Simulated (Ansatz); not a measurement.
ZrSi₂:
```yaml
crystal:
  lattice:
    - [-1.64322, 1.64322, 4.58814]
    - [1.64322, -1.64322, 4.58814]
    - [1.64322, 1.64322, -4.58814]
  atoms:
    - { symbol: Zr, position: [0.00000, 0.00000, 0.00000] }
    - { symbol: Si, position: [0.31009, 0.31009, 0.00000] }
    - { symbol: Si, position: [0.68991, 0.68991, 0.00000] }
```

Relaxed with PBE. Special points in fractions of this cell's reciprocal vectors: Γ (0.000, 0.000, 0.000); X (0.000, 0.000, 0.500); P (0.250, 0.250, 0.250); N (0.000, 0.500, 0.000); M (0.500, 0.500, -0.500); S (0.282, 0.718, -0.282); S0 (-0.282, 0.282, 0.282); R (-0.064, 0.064, 0.500); G (0.500, 0.500, -0.064).

List the band energies nearest the Fermi level at these points for DFT-PBE in the program Ansatz with PAW potentials.

In eV from the Fermi level; about four levels below and three above (degenerate sets whole), none deeper than 8.9 eV; points with the same levels are listed once.

```json
[
 {"k": "Γ", "below": "-4.22 -1.19 -1.19 -0.90", "above": "2.55 3.24 3.70"},
 {"k": "X", "below": "-5.43 -4.93 -3.22 -1.62", "above": "0.66 1.28 3.32"},
 {"k": "P", "below": "-2.36 -0.61 -0.61 -0.16", "above": "4.60 4.60 5.43"},
 {"k": "N", "below": "-8.45 -3.64 -3.05 -0.95", "above": "0.30 2.01 2.84"},
 {"k": "M", "below": "-1.29 -1.14 -0.13 -0.13", "above": "1.61 1.61 2.20"},
 {"k": "S", "below": "-7.94 -4.63 -2.15 -0.78", "above": "0.30 1.94 2.62"},
 {"k": "R", "below": "-4.84 -3.95 -3.27 -1.53", "above": "0.42 0.99 3.58"}
]
```

Space group I4/mmm (MoSi2 or CaC2 type). A made-up cell: these elements were put on the sites of a structure type; neither database checked (COD, Materials Project) lists it. COD files the formula under space group No. 63, so this cell is another polymorph or a model. Whether it is the stable phase at ambient conditions was not checked. Symmetry was held in the PBE relaxation; whether a distortion lowers the energy is not shown. No spin polarisation was allowed. Spin–orbit coupling is left out wherever it is not named.

Potentials: the later of the program's two PAW sets.
